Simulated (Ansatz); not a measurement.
**GdZnGe**

Computed with Ansatz (plane waves, PAW, 420 eV cutoff): PBEsol, scalar-relativistic, collinear spin, 8×8×8 k-mesh, Gaussian smearing of 0.05 eV; PAW files: Ansatz's generated set soft_2.

```cif
data_structure
_symmetry_space_group_name_H-M 'P-6m2'
_symmetry_Int_Tables_number 187
_cell_length_a 4.1444
_cell_length_b 4.1444
_cell_length_c 4.0469
_cell_angle_alpha 90.000
_cell_angle_beta 90.000
_cell_angle_gamma 120.000
_cell_volume 60.20
loop_
_atom_site_label
_atom_site_type_symbol
_atom_site_symmetry_multiplicity
_atom_site_Wyckoff_symbol
_atom_site_fract_x
_atom_site_fract_y
_atom_site_fract_z
_atom_site_occupancy
Gd1 Gd 1 e 0.66667 0.33333 0.00000 1
Ge1 Ge 1 d 0.33333 0.66667 0.50000 1
Zn1 Zn 1 b 0.00000 0.00000 0.50000 1
```

The chain of runs began from a structure of the Materials Project database, expanded in volume; all values here are this work's own. Such entries can be computed or ordered models and not known phases.

Magnetic state: ferromagnetic, site spin moments Gd 7.03 μB.

Task: Which orbitals carry the states at the Fermi level, and how many states are there?

Result: Within 0.1 eV of it: Gd 5d 71 %, Gd 4f 12 %, Ge 4p 10 % (shares among the projected shells). The density of states at the Fermi level is about 1.5 states/eV per cell, averaged over 0.3 eV.

Density of states (tetrahedra, averaged over 0.3 eV; states/eV per cell of 3 atoms; energy in eV from the Fermi level; projections on Löwdin-orthogonalised atomic orbitals, summed over sites):

| E | total | Gd 4f up | Gd 4f down | Zn 3d up | Zn 3d down | Ge 4p | Gd 5d up | Gd 5d down |
| --- | --- | --- | --- | --- | --- | --- | --- | --- |
| -7.60 | 11.2 | 0.0 | 0.0 | 5.5 | 5.1 | 0.4 | 0.0 | 0.0 |
| -7.30 | 17.2 | 0.0 | 0.0 | 8.3 | 8.5 | 0.2 | 0.1 | 0.0 |
| -7.00 | 4.5 | 0.0 | 0.0 | 1.7 | 1.8 | 0.1 | 0.1 | 0.1 |
| -6.70 | 0.5 | 0.0 | 0.0 | 0.1 | 0.2 | 0.0 | 0.0 | 0.0 |
| -6.40 | 0.0 | 0.0 | 0.0 | 0.0 | 0.0 | 0.0 | 0.0 | 0.0 |
| -6.10 | 0.0 | 0.0 | 0.0 | 0.0 | 0.0 | 0.0 | 0.0 | 0.0 |
| -5.80 | 0.2 | 0.0 | 0.0 | 0.0 | 0.0 | 0.1 | 0.0 | 0.0 |
| -5.50 | 1.0 | 0.0 | 0.0 | 0.0 | 0.0 | 0.4 | 0.1 | 0.0 |
| -5.20 | 1.3 | 0.1 | 0.0 | 0.0 | 0.0 | 0.5 | 0.1 | 0.1 |
| -4.90 | 1.0 | 0.2 | 0.0 | 0.0 | 0.0 | 0.3 | 0.1 | 0.1 |
| -4.60 | 21.7 | 21.1 | 0.0 | 0.0 | 0.0 | 0.3 | 0.1 | 0.1 |
| -4.30 | 2.1 | 1.5 | 0.0 | 0.0 | 0.0 | 0.2 | 0.1 | 0.1 |
| -4.00 | 0.7 | 0.1 | 0.0 | 0.0 | 0.0 | 0.3 | 0.1 | 0.1 |
| -3.70 | 0.9 | 0.1 | 0.0 | 0.0 | 0.0 | 0.4 | 0.1 | 0.1 |
| -3.40 | 0.7 | 0.0 | 0.0 | 0.0 | 0.0 | 0.3 | 0.1 | 0.1 |
| -3.10 | 0.8 | 0.0 | 0.0 | 0.0 | 0.0 | 0.4 | 0.1 | 0.1 |
| -2.80 | 1.5 | 0.0 | 0.0 | 0.0 | 0.0 | 0.8 | 0.2 | 0.1 |
| -2.50 | 1.7 | 0.0 | 0.0 | 0.0 | 0.0 | 1.0 | 0.2 | 0.2 |
| -2.20 | 1.5 | 0.0 | 0.0 | 0.0 | 0.0 | 0.9 | 0.2 | 0.2 |
| -1.90 | 1.9 | 0.0 | 0.0 | 0.0 | 0.0 | 1.1 | 0.2 | 0.2 |
| -1.60 | 1.8 | 0.0 | 0.0 | 0.0 | 0.0 | 1.1 | 0.2 | 0.2 |
| -1.30 | 1.6 | 0.0 | 0.0 | 0.0 | 0.0 | 0.9 | 0.3 | 0.2 |
| -1.00 | 1.8 | 0.0 | 0.0 | 0.0 | 0.0 | 0.9 | 0.5 | 0.2 |
| -0.70 | 1.8 | 0.0 | 0.1 | 0.0 | 0.0 | 0.6 | 0.6 | 0.3 |
| -0.40 | 1.4 | 0.0 | 0.0 | 0.0 | 0.0 | 0.2 | 0.5 | 0.4 |
| -0.10 | 1.5 | 0.0 | 0.1 | 0.0 | 0.0 | 0.1 | 0.5 | 0.5 |
| 0.20 | 1.7 | 0.0 | 0.4 | 0.0 | 0.0 | 0.1 | 0.4 | 0.5 |
| 0.50 | 8.1 | 0.0 | 7.0 | 0.0 | 0.0 | 0.1 | 0.3 | 0.4 |
| 0.80 | 15.0 | 0.0 | 14.2 | 0.0 | 0.0 | 0.1 | 0.2 | 0.3 |
| 1.10 | 1.2 | 0.0 | 0.7 | 0.0 | 0.0 | 0.1 | 0.1 | 0.3 |
| 1.40 | 0.8 | 0.0 | 0.1 | 0.0 | 0.0 | 0.1 | 0.3 | 0.2 |
| 1.70 | 1.0 | 0.0 | 0.0 | 0.0 | 0.0 | 0.1 | 0.6 | 0.1 |
| 2.00 | 1.4 | 0.0 | 0.0 | 0.0 | 0.0 | 0.1 | 0.7 | 0.2 |
| 2.30 | 1.9 | 0.0 | 0.1 | 0.0 | 0.0 | 0.2 | 0.6 | 0.5 |
| 2.60 | 2.2 | 0.0 | 0.1 | 0.0 | 0.0 | 0.2 | 0.7 | 0.6 |
| 2.90 | 2.0 | 0.0 | 0.0 | 0.0 | 0.0 | 0.2 | 0.7 | 0.5 |
| 3.20 | 2.2 | 0.0 | 0.0 | 0.0 | 0.0 | 0.2 | 0.8 | 0.5 |
| 3.50 | 2.7 | 0.0 | 0.0 | 0.0 | 0.0 | 0.3 | 1.1 | 0.7 |
| 3.80 | 2.7 | 0.0 | 0.0 | 0.0 | 0.0 | 0.3 | 1.1 | 0.7 |
| 4.10 | 2.7 | 0.0 | 0.0 | 0.0 | 0.0 | 0.3 | 1.1 | 0.7 |
| 4.40 | 2.6 | 0.0 | 0.0 | 0.0 | 0.0 | 0.3 | 0.6 | 0.9 |
| 4.70 | 2.4 | 0.0 | 0.0 | 0.0 | 0.0 | 0.3 | 0.4 | 1.0 |

Without a U the 4f levels of Gd lie too near the Fermi level, so their share of the states there, and what hangs on it, is overstated. For elements this heavy, spin–orbit coupling would shift levels and gaps; it isn't included here. The run wasn't fully tested for a lower electronic state. Site moments are of spin, integrated over atomic spheres. No antiparallel order was tried.
